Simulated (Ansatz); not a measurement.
Consider the following.

Relaxed Rh (fcc, Cu type):

```yaml
crystal:
  lattice:
    - [3.83006, 0.00000, 0.00000]
    - [0.00000, 3.83006, 0.00000]
    - [0.00000, 0.00000, 3.83006]
  atoms:
    - { symbol: Rh, position: [0.00000, 0.00000, 0.00000] }
    - { symbol: Rh, position: [0.50000, 0.50000, 0.00000] }
    - { symbol: Rh, position: [0.50000, 0.00000, 0.50000] }
    - { symbol: Rh, position: [0.00000, 0.50000, 0.50000] }
```

In this cell atom 1 (Rh, nearest neighbour Rh at 2.708 Å; its periodic images, 3.8 Å or more away, move with it) is moved by s towards the nearest neighbour, unit vector (-0.707, -0.707, 0.000); all other atoms and the cell stay fixed.

Computed with PBE (plane waves to 420 eV, PAW, scalar-relativistic; Ansatz, a quantum-chemistry and plane-wave program). k mesh 10×10×10 (Γ-centred), Fermi-Dirac smearing 0.05 eV. E stands for the smeared free energy. Left out: 4 of 11 points, with atoms too close for the PAW data. With partly filled bands, energies and forces of such displacements shift with the k mesh and the smearing. Rh is run without spin polarisation. Rh was relaxed with its symmetry unable to fall. ΔE is measured from the undisplaced structure.

The scan covers s from -0.486 to 0.486 Å in 7 points.

Task: Is this a single well or a double well?

Result: A single well with its minimum at or next to zero displacement.

Task: Is the energy the same for equal positive and negative displacements?

Result: Even: the same for both signs. With its periodic images moving along, the atom's site symmetry in this cell is m-3m.

Task: What is the energy change at s = 0.486 Å?

Result: 1540 meV/cell.

Task: What force acts on the atom along the line at s = -0.486 Å?

Result: 7.50 eV/Å.

Task: What is the force constant k = d²E/ds² of this move at s = 0?

Result: 10.7 eV/Å².

(A displaced cell: forces are minus the slopes of the energy, force constants its curvatures, and phonons follow from these.)
